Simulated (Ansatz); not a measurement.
**Sn$_{2}$Ir: zone-centre modes under pressure**

Sn$_{2}$Ir, Fm-3m, a = 6.306 Å. The structure is a COD entry; whether it is the stable form wasn't checked. Ansatz: LDA, PAW, 420 eV, Γ-centred 12×12×12 mesh on 3 atoms, Fermi-Dirac smearing 0.15 eV; no spin polarisation. Cell and atoms are relaxed at each pressure with the symmetry kept; optical modes at Γ by linear response, in cm⁻¹, matched by rank (the highest 2 distinct ones).

| P (GPa) | V (Å³/atom) | ω1 | ω2 |
| --- | --- | --- | --- |
| 0 | 20.895 | 147.4 | 151.5 |
| 2 | 20.597 | ? | ? |
| 6 | 20.070 | 163.3 | 164.9 |

Question: Get each mode's Grüneisen parameter γ = −d ln ω/d ln V from the other rows and predict the missing frequencies.

Answer: ln(V/V0) = 0.0000, -0.0144, -0.0403; a line through ln(ω/ω0) of the 2 known rows gives ω1: γ = 2.542, predicted 152.9, computed 153.0; ω2: γ = 2.103, predicted 156.2, computed 156.2. The worst miss is 0.1 %, or 2 % of the shift under pressure, so a constant γ serves at that level. In a metal these frequencies hang on the mesh and smearing.

Spin–orbit coupling is left out, which can shift energies with elements as heavy as these.